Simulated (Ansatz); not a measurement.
# Hf₂N under pressure: fit and missing row

Hf₂N, P4_2/mnm, a = 5.296 Å, c = 3.227 Å. The structure is a Materials Project entry; whether it is the stable form wasn't checked. Ansatz: PBEsol, PAW, 420 eV, Γ-centred 8×8×12 mesh on 6 atoms, Gaussian smearing 0.10 eV; no spin polarisation. Cell and atoms are relaxed at each pressure, and no other structure is tried, so the rows at high pressure may lie past a change of phase.

```tsv
V (Å³/atom)	P (GPa)
?	40.02
13.890	20.02
14.429	9.96
14.737	4.99
14.938	2.02
15.084	-0.02
15.235	-2.02
```

Problem. Take V0 = 15.084 Å³/atom, count pressures from its P0 = -0.02 GPa, fit the third-order Birch–Murnaghan form to the other rows, and predict the missing volume.

Solution. With the Eulerian strain f = ½[(V0/V)^(2/3) − 1] and y = (P − P0)/[3f(1 + 2f)^(5/2)], the form is the line y = B0 + 1.5 B0 (B0′ − 4) f. Rows (f, y): 0.02826, 206.0; 0.01502, 205.7; 0.00782, 205.4; 0.00325, 205.9; -0.00331, 204.8. Means f = 0.01021, y = 205.56; Σ(Δf)² = 0.0005859, ΣΔfΔy = 0.01691; the slope is their ratio. y = 205.3 + 28.86 f GPa, so B0 = 205.3 GPa and B0′ = 4 + 2 × (28.86)/(3 × 205.3) = 4.09. P = 40.02 GPa is met at f = 0.05070 (y = 206.76), so V = V0 (1 + 2f)^(−3/2) = 13.050 Å³/atom. The run gave 13.045 Å³/atom, so the fit is 0.005 Å³/atom too high, a small miss on the scale of the series. The form still works here, 91 % of the fitted range beyond its end.

Spin–orbit coupling is left out, which can shift energies with elements as heavy as these.